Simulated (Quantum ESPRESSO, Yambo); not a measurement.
Quasiparticle gap of MgS

MgS has the cubic space group Fm-3m (No. 225), the rock salt structure, Pearson symbol cF8. Cell: a = 5.2088 Å, b = 5.2088 Å, c = 5.2088 Å, α = 90.00°, β = 90.00°, γ = 90.00°. Mg on 4a sees 6 S at 2.604 Å (octahedral). S on 4b is coordinated by 6 Mg at 2.604 Å (octahedral). (Neighbours: up to the widest gap in distance over summed covalent radii, below 1.35, at either atom; cation-cation contacts left out.)
(The calculation used a cell of 2 atoms; values per cell refer to that cell.)

The geometry is that of Materials Project entry mp-1315, symmetrised and not relaxed again.

Starting point: PBE (pw.x of Quantum ESPRESSO, ONCV potentials, no spin-orbit coupling). G0W0 in Yambo: 6×6×6 Γ-centred k mesh, bands 5 to 80 and a 10 Ry block in the screening, 80 bands in G with the Bruneval-Gonze terminator, plasmon pole fitted at 27.2 eV.

- PBE gap along the band path = 2.78 eV
- PBE gap between the mesh's edge points (Γ → X) = 2.78 eV
- G0W0 gap between the same points = 4.47 eV
- PBE smallest direct gap on the mesh (at Γ) = 3.69 eV
- G0W0 direct gap at that point = 5.27 eV

```
k point  band  E PBE (eV)  E QP (eV)  shift (eV)     Z
-------  ----  ----------  ---------  ----------  ----
Γ          VB        0.00      -1.09       -1.09  0.78
Γ          CB        3.69       4.18        0.49  0.81
L          VB       -0.58      -1.72       -1.14  0.78
L          CB        4.54       5.00        0.46  0.82
X          VB       -1.67      -2.86       -1.19  0.78
X          CB        2.78       3.38        0.60  0.82
```

Energies count from the PBE valence-band maximum.

Nearest settings tried, and what they do to the gap: 49 bands in G: +2 meV; 36 bands in W: -52 meV; 2 Ry block (27 vectors against 169): -355 meV. Not varied: mesh. So the settings aren't converged at that level.
